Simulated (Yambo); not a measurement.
Yambo run on a free-standing PtSe$_{2}$ monolayer (symmetry P-3m1, slab cell 15.6 Å high). The wavefunctions are PBE (stringent potentials; Quantum ESPRESSO, PseudoDojo norm-conserving, 104 Ry, without SOC) ones on a 6×6×1 mesh (33 occupied bands); a = b = 3.710 Å, c = 15.600 Å, α = β = 90.00°, γ = 120.00°.

Yambo input:

```
rim_cut
gw0
dyson
el_el_corr
HF_and_locXC
ppa
em1d
rim_w
RandQpts= 1000000
RandGvec= 2 Ry
CUTGeo= "slab z"
EXXRLvcs= 104 Ry
VXCRLvcs= 416 Ry
Chimod= "HARTREE"
% BndsRnXp
 23 | 142 |
%
NGsBlkXp= 6 Ry
% LongDrXp
 1.0 | 1.0 | 0.0 |
%
RandGvecW= 1000 mRy
PPAPntXp= 27.2114 eV
% GbndRnge
 1 | 142 |
%
GTermKind= "none"
DysSolver= "n"
ExtendOut
% QPkrange
 1 | 1 | 33 | 33 |
 2 | 2 | 33 | 34 |
%
```

k points by index: 1 = Γ, 2 = (0, 0.167).

Resulting energies as the program prints them:

```
#    K-point    Band    Eo [eV]    E [eV]    E-Eo [eV]    Vxc [eV]    Vnlxc [eV]    Sc|Eo [eV]    Sc|E [eV]    dSc/dw|Eo [eV]    Re(Z)    Im(Z)
#
    1    33    0.000000    -0.073277    -0.073277    -15.03893    -16.56624    1.428134    1.454030    -9.578099    0.739631    -0.003857
    2    33    -0.065585    -0.096637    -0.031052    -15.86822    -17.77355    1.863186    1.874277    -9.623652    0.738717    -0.003831
    2    34    1.642021    2.587866    0.945845    -16.42690    -13.38653    -1.765352    -2.094522    -9.466228    0.741886    -0.003971
```
(The two width columns are left out.) Convergence of these settings isn't established.

Geometry relaxed with PBE+D3(BJ).
